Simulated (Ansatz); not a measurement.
Relaxed-ion elastic tensor of BeSe (zinc blende, F-43m) in GPa (Voigt order), plane-wave PAW PBEsol (Ansatz code); density 4.33 g/cm³, 16.86 Å³ per atom.

```
 131  53.7  53.7   0.0   0.0   0.0
53.7   131  53.7   0.0   0.0   0.0
53.7  53.7   131   0.0   0.0   0.0
 0.0   0.0   0.0  67.2   0.0   0.0
 0.0   0.0   0.0   0.0  67.2   0.0
 0.0   0.0   0.0   0.0   0.0  67.2
```

Problem. Is the crystal mechanically stable?

Solution. Yes: the smallest eigenvalue of C is 67.2 GPa.

Problem. Work out the Voigt, Reuss and Hill averages.

Solution. K_V = 79.5, K_R = 79.5, K_H = 79.5; G_V = 55.9, G_R = 52.0, G_H = 53.9 GPa.

Problem. Give Young's modulus, Poisson's ratio, Pugh's ratio and the universal anisotropy index.

Solution. E = 9KG/(3K + G) = 132 GPa; ν = 0.22; K/G = 1.47 (brittle by the Pugh limit of 1.75); A_U = 5G_V/G_R + K_V/K_R − 6 = 0.37.

Problem. Estimate the sound speeds and the Debye temperature.

Solution. v_l = √((K + 4G/3)/ρ) = 5910 m/s, v_t = √(G/ρ) = 3530 m/s, mean 3910 m/s; Θ = (h/k)(3n/4πV)^(1/3) v_m = 453 K.

Problem. Give the Zener ratio and Young's modulus along [100], [110] and [111].

Solution. A = 2C44/(C11 − C12) = 1.73; 1/E = S11 − 2(S11 − S12 − S44/2)Γ with Γ = 0, 1/4, 1/3 gives 100, 138, 157 GPa.

The PBEsol relaxation kept the symmetry of its start.

Potentials: the earlier of the program's two PAW sets. The files were generated under PBE; for other functionals the program regenerates the frozen cores, and for LDA and PBEsol the local potential too.
